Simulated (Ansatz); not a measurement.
A relaxed cell of ZrO2 (Pca2₁ (No. 29)), relaxed on a k-mesh at least as fine as the one used below. All values below come from PBE (plane waves to 420 eV, PAW, scalar-relativistic; Ansatz, an electronic-structure program). Γ-centred k-mesh 4×4×4 on the run's cell (coarser than for final values), Fermi–Dirac smearing 0.05 eV.

```
CELL_PARAMETERS angstrom
      5.32380     0.00000     0.00000
      0.00000     5.09793     0.00000
      0.00000     0.00000     5.12782
ATOMIC_POSITIONS crystal
  Zr 0.03063 0.26577 0.24987
  Zr 0.96937 0.73423 0.74987
  Zr 0.53063 0.73423 0.24987
  Zr 0.46937 0.26577 0.74987
  O  0.36452 0.06509 0.10467
  O  0.63548 0.93491 0.60467
  O  0.86452 0.93491 0.10467
  O  0.13548 0.06509 0.60467
  O  0.22604 0.53464 0.00145
  O  0.77396 0.46536 0.50145
  O  0.72604 0.46536 0.00145
  O  0.27396 0.53464 0.50145
```

The atoms are displaced by (Å):

| atom | ux | uy | uz |
|---|---|---|---|
| Zr1 | -0.094 | -0.030 | 0.075 |
| Zr2 | 0.030 | -0.048 | 0.174 |
| Zr3 | 0.031 | 0.007 | -0.121 |
| Zr4 | -0.094 | 0.008 | 0.033 |
| O5 | 0.023 | -0.007 | -0.005 |
| O6 | -0.170 | -0.161 | 0.122 |
| O7 | 0.082 | 0.073 | 0.024 |
| O8 | -0.028 | -0.034 | 0.107 |
| O9 | -0.012 | 0.106 | -0.064 |
| O10 | -0.059 | -0.071 | -0.051 |
| O11 | -0.080 | -0.092 | 0.048 |
| O12 | 0.070 | 0.136 | -0.039 |

Problem. What forces (eV/Å) and pressure result?

Solution. 
| atom | Fx | Fy | Fz |
|---|---|---|---|
| Zr1 | 1.69 | 1.50 | 1.12 |
| Zr2 | -1.87 | 1.34 | -4.30 |
| Zr3 | -0.94 | 0.19 | 2.86 |
| Zr4 | 0.91 | -1.11 | -1.97 |
| O5 | -0.51 | 0.73 | 0.44 |
| O6 | 1.14 | 1.31 | 0.06 |
| O7 | -1.25 | -1.96 | -0.06 |
| O8 | -0.74 | 0.95 | -0.56 |
| O9 | 1.07 | -2.08 | 2.05 |
| O10 | 0.62 | 0.19 | 1.11 |
| O11 | 1.32 | 0.61 | -0.67 |
| O12 | -1.43 | -1.68 | -0.08 |

Pressure +3.6 GPa.

Problem. Estimate the energy cost of the displacement in the harmonic approximation and compare with the calculation.

Solution. For a harmonic well ΔE = −½ Σ F·u = 1.624 eV a cell, or 135 meV/atom. The calculated energy relative to the undisplaced cell is +132 meV/atom, so the harmonic estimate holds well.

No spin polarisation in the result.

The run that gave the undisplaced cell could not lose the symmetry of its start; a randomly shaken copy of 12 atoms returns to this structure.

The first start was generated by placing the elements on the sites of a structure type. A measured structure of ZrO2 has the same space group, Pca2₁ (No. 29); the sites were not compared with it. Another known form has space group No. 14.
